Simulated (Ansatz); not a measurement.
# Structure relaxation, TiB₂

The start is a generated cell, TiB2 placed in the AFLOW prototype A2B_cF24_227_d_a (C15, as in MgCu2). The structure is fully relaxed (lattice and positions, P = 0) with PBE (plane waves to 420 eV, PAW, scalar-relativistic; Ansatz, a quantum-chemistry and plane-wave program). The first steps use a coarse 7×7×7 k-mesh.

Starting cell:
```
CELL_PARAMETERS angstrom
      0.00000     3.04062     3.04062
      3.04062     0.00000     3.04062
      3.04062     3.04062     0.00000
ATOMIC_POSITIONS crystal
  B  0.12500 0.12500 0.12500
  B  0.62500 0.12500 0.12500
  B  0.12500 0.62500 0.12500
  B  0.12500 0.12500 0.62500
  Ti 0.75000 0.75000 0.75000
  Ti 0.50000 0.50000 0.50000
```

```yaml
outcome: The space group stays Fd-3m (No. 227) (the run could not lower it); the end is cubic Laves (MgCu2 type), with 6 atoms in the primitive cell
energy_released: 0.07 eV/atom
Shortest distances (start → end): "The closest pairs of elements (up to four, under 3.6 Å), start → end: B–B 2.15 → 2.07 Å; B–Ti 2.52 → 2.43 Å; Ti–Ti 2.63 → 2.54 Å"
band_gap_at_the_end: no gap (metallic)
optimiser_moves: 5
```

It ends as:

Space group Fd-3m, origin choice 1 (No. 227); a = b = c = 5.863 Å, α = β = γ = 90.00°

| atom | site | symmetry | x | y | z |
|---|---|---|---|---|---|
| B | 16d | .-3m | 0.6250 | 0.6250 | 0.6250 |
| Ti | 8a | -43m | 0.0000 | 0.0000 | 0.0000 |
(The calculation used a cell of 6 atoms; values per cell refer to that cell.)

Final values are on a 14×14×14 k-mesh of the relaxed cell. No spin polarisation in the result.

The run could not lose the symmetry of its start: the end is stationary, and may be a saddle point rather than a minimum.

All atoms sit on sites fixed by symmetry, so only the cell could relax.

The relaxed structure here is a generated cell of TiB2: the first start was made by placing the elements on the sites of a structure type, and the end was not matched to a known phase here, so it may be hypothetical. Known forms of TiB2 include space group No. 191.
